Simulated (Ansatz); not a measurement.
Hf3N4:
```
CELL_PARAMETERS angstrom
     -3.35401     3.35401     3.35401
      3.35401    -3.35401     3.35401
      3.35401     3.35401    -3.35401
ATOMIC_POSITIONS crystal
  Hf 0.25000 0.62500 0.37500
  Hf 0.75000 0.87500 0.12500
  Hf 0.37500 0.25000 0.62500
  Hf 0.12500 0.75000 0.87500
  Hf 0.62500 0.37500 0.25000
  Hf 0.87500 0.12500 0.75000
  N  0.12968 0.12968 0.12968
  N  0.50000 0.00000 0.37032
  N  0.00000 0.37032 0.50000
  N  0.37032 0.50000 0.00000
  N  0.62968 0.62968 0.62968
  N  0.50000 0.00000 0.87032
  N  0.87032 0.50000 0.00000
  N  0.00000 0.87032 0.50000
```

r²SCAN (plane waves, PAW; program Ansatz) gives a gap of 1.36 eV without spin–orbit coupling, maximum at Γ, minimum at Γ.

Question: What happens when spin–orbit coupling is switched on?

Answer: The gap falls by 0.11 eV, to 1.25 eV; maximum at Γ, minimum at Γ.

Question: How large is the spin–orbit splitting of the valence top at Γ?

Answer: The fourfold level lies 0.24 eV above the split-off pair.

Question: Give the hole effective mass with spin–orbit coupling, band 1 of 2 at the edge.

Answer: 1.5 along [100], 0.94 along [110], 0.80 along [111] (mₑ).

Question: Give the hole effective mass with spin–orbit coupling, band 2 of 2 at the edge.

Answer: 0.30 along [100], 0.34 along [110], 0.36 along [111] (mₑ).

Space group I-43d. The r²SCAN relaxation kept the symmetry of its start. The run is not spin-polarised.

Potentials: the later of the program's two PAW sets.
